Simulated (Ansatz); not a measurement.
The relaxed structure here is a generated cell of Fe: the first start was made by placing the elements on the sites of a structure type, and the end was not matched to a known phase here, so it may be hypothetical. Known forms of Fe include space group No. 229.

One starting cell of Fe (a generated cell, Fe built in the beta-W structure type) was relaxed twice with Ansatz (plane waves, PAW, scalar-relativistic): with r2SCAN at 500 eV and with PBE at 420 eV. The r2SCAN result:

```
CELL_PARAMETERS angstrom
      4.57976     0.00000     0.00000
      0.00000     4.57976     0.00000
      0.00000     0.00000     4.57976
ATOMIC_POSITIONS crystal
  Fe 0.25000 0.00000 0.50000
  Fe 0.75000 0.00000 0.50000
  Fe 0.00000 0.50000 0.25000
  Fe 0.00000 0.50000 0.75000
  Fe 0.50000 0.25000 0.00000
  Fe 0.50000 0.75000 0.00000
  Fe 0.00000 0.00000 0.00000
  Fe 0.50000 0.50000 0.50000
```

```
quantity                                 r2SCAN            PBE
--------------------------------  -------------  -------------
space group                               Pm-3n          Pm-3n
volume (Å³/atom)                          12.01          11.51
a (Å)                                     4.580          4.515
gap (eV, no spin-orbit coupling)           0.00           0.00
spin order                        ferromagnetic  ferromagnetic
net moment (μB/atom)                       2.69           2.16
```

Both levels end in the same structure; PBE's volume is 4.2 % smaller. Neither column is exact.

Spin states reached: ferromagnetic; spin orders were not searched systematically. r2SCAN tends to overstate moments in metals.

The run could not lose the symmetry of its start, so the end can be a saddle point.

All atoms sit on sites fixed by symmetry, so only the cell could relax.

Ansatz is an electronic-structure program.
